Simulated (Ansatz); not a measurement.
According to plane-wave PAW r²SCAN (Ansatz code), SiBCN in the trigonal phase (R3m; B on 3a, N on 3a, Si on 3a, C on 3a) relaxes to a = 2.830 Å, c = 14.023 Å. B has 4 nearest neighbours from 1.68 Å (tetrahedral); N has 4 nearest neighbours from 1.78 Å (tetrahedral); Si has 4 nearest neighbours from 1.78 Å (tetrahedral); C has 4 nearest neighbours from 1.68 Å (tetrahedral). Its formation energy from the elements is -0.45 eV/atom, with no fitted shifts.

It is gapped at this level: 0.64 eV (indirect). The valence maximum lies at Γ and the conduction minimum at F (3 equivalent valleys). The screened hybrid HSE06 puts the gap at 1.25 eV. The electron mass is 0.25, 0.32, 0.56 mₑ (principal values).

The relaxed-ion elastic constants in GPa are C11 = 670, C12 = 116, C13 = 95.9, C14 = -63.0, C33 = 415, C44 = 196. The elastic constants imply a Debye temperature near 1330 K. Bader charges are B +1.87, N -2.36, Si +3.05, C -2.56 e.

The start of the workflow was typed in or built on a structure type; neither database checked (COD, Materials Project) lists it. Whether it is the stable phase at ambient conditions was not checked. Symmetry was held in the r²SCAN relaxation; its stability against distortions is not shown here. The volume moved by -18 % from the start of the relaxation. The references are the lowest solids computed at this level, not always the standard phases (solids in place of the gases).

Potentials: the earlier of the program's two PAW sets. The files were generated under PBE; for other functionals the program regenerates the frozen cores, and for LDA and PBEsol the local potential too.
